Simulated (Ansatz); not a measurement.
LiNbO3:
```xyz
10
Lattice="2.5687 1.4830 4.6288 -2.5687 1.4830 4.6288 0.0000 -2.9660 4.6288" Properties=species:S:1:pos:R:3 pbc="T T T"
Li     0.0000     0.0000     9.7515
Li     0.0000     0.0000     2.8082
Nb     0.0000     0.0000    13.6662
Nb     0.0000     0.0000     6.7229
O     -0.6532     1.4377     8.1622
O      1.5717    -0.1532     8.1622
O     -0.9185    -1.2845     8.1622
O      0.9970     1.3298     5.8478
O      0.6532    -1.5283     5.8478
O     -1.6501     0.1985     5.8478
```

Relaxed with r²SCAN.

Question: Map the electron localisation function on the plane through (0.702, 0.702, 0.702) spanned by u = [1, -1, 0] and v = [1, 1, 1] in lattice vectors, from the program Ansatz at the r²SCAN level (PAW).

Answer: x is the fraction of u, y of v (the angle between them is 90°; rows are the nearest grid lines); atoms in the plane: Li at (0.00, 0.00), Li at (0.00, 0.50), Nb at (0.00, 0.28), Nb at (0.00, 0.78), O at (0.37, 0.55), O at (0.63, 0.05).
```
y \ x   0.000  0.0769  0.192  0.269  0.346  0.462  0.538  0.654  0.731  0.808  0.923   1.00
------  -----  ------  -----  -----  -----  -----  -----  -----  -----  -----  -----  -----
1.00    0.997   0.932  0.012  0.029  0.036  0.329  0.718  0.799  0.720  0.218  0.896  0.997
0.925   0.026   0.115  0.788  0.829  0.820  0.588  0.124  0.031  0.043  0.049  0.039  0.026
0.850   0.290   0.162  0.718  0.822  0.818  0.683  0.162  0.027  0.051  0.057  0.162  0.290
0.775   0.126   0.720  0.231  0.040  0.034  0.050  0.479  0.776  0.686  0.222  0.673  0.126
0.700   0.079   0.065  0.093  0.077  0.032  0.330  0.800  0.698  0.752  0.803  0.093  0.079
0.625   0.010   0.012  0.072  0.355  0.593  0.379  0.096  0.095  0.107  0.048  0.013  0.010
0.550   0.043   0.012  0.756  0.833  0.350  0.766  0.734  0.060  0.021  0.020  0.009  0.043
0.450   0.021   0.014  0.028  0.037  0.055  0.049  0.173  0.683  0.718  0.554  0.017  0.021
0.375   0.049   0.060  0.076  0.066  0.036  0.322  0.780  0.614  0.598  0.832  0.141  0.049
0.300   0.364   0.757  0.162  0.235  0.388  0.060  0.033  0.226  0.124  0.180  0.788  0.364
0.225   0.673   0.378  0.742  0.660  0.545  0.817  0.366  0.035  0.090  0.083  0.422  0.673
0.150   0.022   0.051  0.398  0.590  0.588  0.142  0.070  0.105  0.041  0.024  0.027  0.022
0.0750  0.006   0.011  0.020  0.020  0.054  0.687  0.808  0.675  0.832  0.706  0.032  0.006
0.000   0.997   0.932  0.012  0.029  0.036  0.329  0.718  0.799  0.720  0.218  0.896  0.997
```

The density is the valence pseudo-density with augmentation charge, so density and ELF within about 1 Å of a nucleus are not all-electron values.

Space group R3c. The r²SCAN relaxation kept the symmetry of its start. The run is not spin-polarised.

Potentials: the later of the program's two PAW sets.
